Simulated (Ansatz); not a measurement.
Sn (Immm), stationary points along a deformation path

All numbers below come from DFT PBEsol+D3(BJ), scalar-relativistic, plane waves, PAW in Ansatz. Settings: plane waves to 420 eV, k-mesh 26×26×26 (Γ-centred), Gaussian smearing 0.15 eV. No spin polarisation. Energies are free energies at this smearing, counted from the undisturbed cell; pressure is positive in compression.

The undisturbed cell (relaxed at this level; this form isn't the usual structure):

```
Sn
1.0
    -1.82215    1.73046    1.98682
     1.82215   -1.73046    1.98682
     1.82215    1.73046   -1.98682
Sn
1
Direct
  0.00000 0.00000 0.00000
```

At fixed volume and fractional coordinates, lengths along (0.000, 0.000, 1.000) are scaled against those across it; ρ is that ratio over its starting value. V = 25.059 Å³/atom. Δσ is the stress along the axis less the mean stress across it (compression positive).

| ρ | ΔE (meV/atom) | Δσ (GPa) | space group |
| --- | --- | --- | --- |
| 0.850 | 0.8 | -0.49 | Immm |
| 0.920 | 0.8 | 0.38 | Immm |
| 0.960 | -0.7 | 0.12 | Immm |
| 1.000 | 0.0 | -0.41 | Immm |
| 1.100 | 5.6 | -0.60 | Immm |
| 1.200 | 9.7 | -0.32 | Immm |

Task: How does the stress give the slope of the energy, and where is the energy stationary?

Result: Along the path d ln(length) is 2/3 d ln ρ on the axis and −1/3 d ln ρ across it, so dE/d ln ρ = −(2/3) V Δσ: the energy falls with ρ where Δσ is positive. Δσ vanishes or changes sign between ρ = 0.850 and 0.920, a maximum (near 0.89 by linear interpolation); between ρ = 0.960 and 1.000, a minimum (near 0.97 by linear interpolation). Pairs of stationary points between two samples would go unseen, and could change a minimum read from distant neighbours into a maximum.

Task: Integrate that slope from ρ = 1 to 0.850 by the trapezoid rule.

Result: With V/N in Å³ and 1 eV/Å³ = 160.2 GPa the slopes at ρ = 1.000, 0.960, 0.920, 0.850 are 43, -12, -39, 51 meV/atom per unit of ln ρ. The steps add (-0.6) + 1.1 + (-0.5) = 0.0 meV/atom, against 0.8 from the energies; the trapezoid rule misses the curvature of the slope within each step.

In a metal these slopes depend on the k mesh and the smearing.

Cost: 6 runs of about 4.8 core-minutes in all, on Arm Neoverse V1 (shared hosts).